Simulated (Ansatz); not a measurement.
SnO (litharge type, space group P4/nmm)

```yaml
crystal:
  lattice:
    - [3.83618, 0.00000, 0.00000]
    - [0.00000, 3.83618, 0.00000]
    - [0.00000, 0.00000, 4.75736]
  atoms:
    - { symbol: Sn, position: [0.50000, 0.00000, 0.24343] }
    - { symbol: Sn, position: [0.00000, 0.50000, 0.75657] }
    - { symbol: O, position: [0.00000, 0.00000, 0.00000] }
    - { symbol: O, position: [0.50000, 0.50000, 0.00000] }
```

The slice is a (010) plane (indices of the conventional cell) through the point (0.000, 0.500, 0.757) (fractional), spanned by u = [100] and v = [001] in vectors of this cell: u (3.84 Å) and v (4.76 Å, at 90° to u). It covers one period; positions are fractions (u, v).

Level of theory: PBE-D3(BJ) (plane waves to 420 eV, PAW, scalar-relativistic; Ansatz, a first-principles code). k mesh 12×12×10. These are valence fields of a PAW run, semicore shells included where kept as valence: close to a nucleus they are smooth pseudo fields. At this level the bands of SnO touch or barely overlap; measurements give the solid a gap. SnO was relaxed with its symmetry unable to fall. The PAW data are Ansatz's earlier set.

Problem. What is the valence density on the shortest Sn–O line in this plane (2.24 Å), at its midpoint?

Solution. 0.45 e/Å³.

Problem. What is the ELF at the midpoint of the shortest Sn–O line in this plane (2.24 Å)?

Solution. 0.2.

Problem. Sketch the valence electron density on this plane as a map.

Solution. 
```
|@@@%%*+=--:::::::--=+*%%@@|
|@@@%#*+=--:::::::--=+*#%@@|
|%%%##+==-::.....::-==+##%%|
|%##**+=--::.....::--=+**##|
|***++==-::.......::-==++**|
|+++===--::.......::--===++|
|=====--::.........::--====|
|===---:::.........:::---==|
|-----:::...........:::----|
|:::::::.............::::::|
|:::::.................::::|
|..........................|
|..........................|
|       .............      |
|       ....:::::....      |
|      ...:::::::::...     |
|      ..::-------::..     |
|     ..::-=======-::..    |
|    ..::-==+++++==-::..   |
|   ..::-=++*****++=-::..  |
|....::-==+*#####*+==-::...|
|...::--=+*#%%%%%#*+=--::..|
|:::::-==+*#%@@@%#*+==-::::|
|------=+*#%%@@@%%#*+=-----|
|==---==+*#%%@@@%%#*+==---=|
|++=====++*#%%%%%#*++=====+|
|***++===+*##%%%##*+===++**|
|%##**+==++**###**++==+**##|
|%%%#*+===+++***+++===+*#%%|
|@@@%#*+=====+++=====+*#%@@|
|@@@%%*+==--=====--==+*%%@@|
|@@@%%*+==---------==+*%%@@|
```
Scale: ten equal steps from -1.67 (start of ' ') to 1.11 (end of '@'), in the order ' .:-=+*#%@'. Values: log₁₀ of the valence density in e/Å³. The map has 26 points along u (one character each, u = 0 at the left) and 32 along v (v = 0 in the bottom row). The scale is logarithmic, as a density can span decades between atoms and voids.
